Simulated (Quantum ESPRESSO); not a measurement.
## Ga3SiN3C (input and log of a self-consistent run)

A calculation, not a measurement. The program is pw.x of Quantum ESPRESSO 7.5 (plane-wave density functional theory). The cell is made up: 8 atoms on a wurtzite lattice, with randomly drawn elements, strain and displacements, not relaxed. PseudoDojo standard norm-conserving files (v0.5 for PBE, v0.4.1 for LDA and PBEsol) set the functional; there is no spin polarisation, spin-orbit coupling or dispersion term, and the masses in the input are unused placeholders.

Input:

```
&control calculation='scf', pseudo_dir='./dojo.nc.sr.pbe.v0_5.standard.upf', outdir='./o', disk_io='low', tprnfor=.true., tstress=.true. /
&system ibrav=0, nat=8, ntyp=4, nbnd=37, ecutwfc=84.00895049, nosym=.true., tot_charge=0,
 occupations='smearing', smearing='fd', degauss=0.0018374661
/
&electrons conv_thr=7.350e-09, electron_maxstep=60, /
ATOMIC_SPECIES
C 1.0 C.upf
Ga 1.0 Ga.upf
N 1.0 N.upf
Si 1.0 Si.upf
CELL_PARAMETERS angstrom
3.2221 0.0 0.0
0.0 5.5808 0.0
0.0 0.0 5.2617
ATOMIC_POSITIONS angstrom
Ga 0.0235 -0.0494 0.0038
Si 1.6186 2.7851 -0.0379
Ga 1.6387 0.9066 2.636
Ga 0.0186 3.7128 2.6706
N 0.0682 -0.0112 1.9804
N 1.6498 2.7471 1.9732
C 1.6255 0.9198 4.6118
N 0.0039 3.7515 4.6096
K_POINTS automatic
6 4 4 1 1 1
```

The log is shortened where brackets say so; the opening notice, blank lines, dates and the lines on written files are dropped, and the path of the files is cut. It prints rydbergs, bohrs and kilobars, and counts compression as positive stress. With no partly filled state, the Fermi energy that it prints is only some level between the filled and the empty states on the mesh, and need not lie in the true gap.

```
     Program PWSCF v.7.5
     Parallel version (MPI & OpenMP), running on       4 processor cores
     Number of MPI processes:                 4
     Threads/MPI process:                     1
     [start-up lines left out]
     bravais-lattice index     =            0
     lattice parameter (alat)  =       6.0889  a.u.
     unit-cell volume          =     638.4960 (a.u.)^3
     number of atoms/cell      =            8
     number of atomic types    =            4
     number of electrons       =        62.00
     number of Kohn-Sham states=           37
     kinetic-energy cutoff     =      84.0090  Ry
     charge density cutoff     =     336.0358  Ry
     scf convergence threshold =      7.3E-09
     mixing beta               =       0.7000
     number of iterations used =            8  plain     mixing
     Exchange-correlation= PBE
                           (   1   4   3   4   0   0   0)
     [axes and pseudopotential details left out]
   Cartesian axes
     site n.     atom                  positions (alat units)
         1        Ga     tau(   1) = (   0.0072934  -0.0153316   0.0011794  )
         2        Si     tau(   2) = (   0.5023432   0.8643742  -0.0117625  )
         3        Ga     tau(   3) = (   0.5085814   0.2813693   0.8181000  )
         4        Ga     tau(   4) = (   0.0057726   1.1522920   0.8288383  )
         5        N      tau(   5) = (   0.0211663  -0.0034760   0.6146302  )
         6        N      tau(   6) = (   0.5120263   0.8525806   0.6123956  )
         7        C      tau(   7) = (   0.5044847   0.2854660   1.4313026  )
         8        N      tau(   8) = (   0.0012104   1.1643028   1.4306198  )
     number of k points=    48  Fermi-Dirac smearing, width (Ry)=  0.0018
                       cart. coord. in units 2pi/alat
        k(    1) = (   0.0833333   0.0721693   0.0765461), wk =   0.0416667
        k(    2) = (   0.0833333   0.0721693   0.2296382), wk =   0.0416667
     [further k points left out]
     Dense  grid:    66373 G-vectors     FFT dimensions: (  36,  64,  60)
     Estimated max dynamical RAM per process >     142.22 MB
     Estimated total dynamical RAM >     520.26 MB
     Initial potential from superposition of free atoms
     starting charge      61.9913, renormalised to      62.0000
     Starting wfcs are   47 randomized atomic wfcs
     total cpu time spent up to now is        3.9 secs
     per-process dynamical memory:   106.3 Mb
     Self-consistent Calculation
     iteration #  1     ecut=    84.01 Ry     beta= 0.70
     Davidson diagonalization with overlap
     ethr =  1.00E-02,  avg # of iterations =  3.0
     total cpu time spent up to now is       10.1 secs
     total energy              =    -540.79602007 Ry
     estimated scf accuracy    <       2.03359646 Ry
     iteration #  2     ecut=    84.01 Ry     beta= 0.70
     Davidson diagonalization with overlap
     ethr =  3.28E-03,  avg # of iterations =  3.7
     total cpu time spent up to now is       16.1 secs
     total energy              =    -541.16818659 Ry
     estimated scf accuracy    <       2.53739509 Ry
     iteration #  3     ecut=    84.01 Ry     beta= 0.70
     Davidson diagonalization with overlap
     ethr =  3.28E-03,  avg # of iterations =  2.0
     total cpu time spent up to now is       21.3 secs
     total energy              =    -541.68098028 Ry
     estimated scf accuracy    <       0.21366448 Ry
     iteration #  4     ecut=    84.01 Ry     beta= 0.70
     Davidson diagonalization with overlap
     ethr =  3.45E-04,  avg # of iterations =  2.0
     total cpu time spent up to now is       26.5 secs
     total energy              =    -541.71144607 Ry
     estimated scf accuracy    <       0.01803646 Ry
     iteration #  5     ecut=    84.01 Ry     beta= 0.70
     Davidson diagonalization with overlap
     ethr =  2.91E-05,  avg # of iterations =  8.0
     total cpu time spent up to now is       33.9 secs
     total energy              =    -541.71479739 Ry
     estimated scf accuracy    <       0.00412432 Ry
     [iterations 6 to 8 left out]
     iteration #  9     ecut=    84.01 Ry     beta= 0.70
     Davidson diagonalization with overlap
     ethr =  1.71E-08,  avg # of iterations =  4.0
     total cpu time spent up to now is       56.5 secs
     total energy              =    -541.71588160 Ry
     estimated scf accuracy    <       0.00000376 Ry
     iteration # 10     ecut=    84.01 Ry     beta= 0.70
     Davidson diagonalization with overlap
     ethr =  6.07E-09,  avg # of iterations =  2.0
     total cpu time spent up to now is       61.6 secs
     total energy              =    -541.71588187 Ry
     estimated scf accuracy    <       0.00000090 Ry
     iteration # 11     ecut=    84.01 Ry     beta= 0.70
     Davidson diagonalization with overlap
     ethr =  1.45E-09,  avg # of iterations =  2.2
     total cpu time spent up to now is       67.0 secs
     total energy              =    -541.71588205 Ry
     estimated scf accuracy    <       0.00000008 Ry
     iteration # 12     ecut=    84.01 Ry     beta= 0.70
     Davidson diagonalization with overlap
     ethr =  1.23E-10,  avg # of iterations =  3.8
     total cpu time spent up to now is       72.8 secs
     total energy              =    -541.71588206 Ry
     estimated scf accuracy    <       0.00000002 Ry
     iteration # 13     ecut=    84.01 Ry     beta= 0.70
     Davidson diagonalization with overlap
     ethr =  3.68E-11,  avg # of iterations =  2.5
     total cpu time spent up to now is       78.0 secs
     End of self-consistent calculation
          k = 0.0833 0.0722 0.0765 (  8288 PWs)   bands (ev):
    -6.7671  -5.5753  -5.2061  -4.3623  -4.3060  -4.2526  -4.0767  -3.9480
    -3.6417  -3.4403  -3.4106  -3.3513  -3.3317  -3.2763  -3.2478  -3.1598
    -2.9443  -2.3403  -0.1464   2.3714   2.9852   4.0903   5.4120   5.7077
     6.9549   7.5011   8.0781   8.4804   9.1062   9.6989  10.6126  11.9313
    13.1003  14.4457  15.4227  16.2381  16.5014
     [levels at the other k points left out]
     the Fermi energy is    11.1653 ev
!    total energy              =    -541.71588207 Ry
     estimated scf accuracy    <          2.2E-09 Ry
     smearing contrib. (-TS)   =      -0.00000000 Ry
     internal energy E=F+TS    =    -541.71588207 Ry
     The total energy is F=E-TS. E is the sum of the following terms:
     one-electron contribution =    -201.36172003 Ry
     hartree contribution      =     155.88912619 Ry
     xc contribution           =    -151.58975143 Ry
     ewald contribution        =    -344.65353679 Ry
     convergence has been achieved in  13 iterations
     Forces acting on atoms (cartesian axes, Ry/au):
     atom    1 type  2   force =    -0.00291691    0.10489736    0.02064822
     atom    2 type  4   force =     0.00431092   -0.08189011    0.03230971
     atom    3 type  2   force =     0.01538371   -0.02431315    0.00581277
     atom    4 type  2   force =     0.00746119    0.02071554   -0.06088338
     atom    5 type  3   force =    -0.02203131   -0.04036538    0.00258465
     atom    6 type  3   force =    -0.00866319    0.05173930   -0.08817803
     atom    7 type  1   force =     0.00483427    0.08715977    0.03119139
     atom    8 type  3   force =     0.00162131   -0.11794332    0.05651467
     Total force =     0.250218     Total SCF correction =     0.000182
     Computing stress (Cartesian axis) and pressure
          total   stress  (Ry/bohr**3)                   (kbar)     P=      -46.68
  -0.00037048   0.00007031   0.00001667          -54.50       10.34        2.45
   0.00007031  -0.00034094   0.00008459           10.34      -50.15       12.44
   0.00001667   0.00008459  -0.00024052            2.45       12.44      -35.38
     init_run     :      3.55s CPU      3.69s WALL (       1 calls)
     electrons    :     73.64s CPU     74.07s WALL (       1 calls)
     forces       :      0.86s CPU      0.86s WALL (       1 calls)
     stress       :      2.81s CPU      2.82s WALL (       1 calls)
     [timing details left out]
     PWSCF        :   1m21.17s CPU   1m21.80s WALL
     JOB DONE.
```

In other units: free energy -7370.420 eV for the cell, pressure -4.67 GPa, largest force component 3.032 eV/Å. A rerun of the same cell at another strain at 1437 eV and a 8 x 6 x 6 mesh moved values by no more than 0.002 eV in energy, 0.05 GPa in stress and 0.002 eV/Å in force.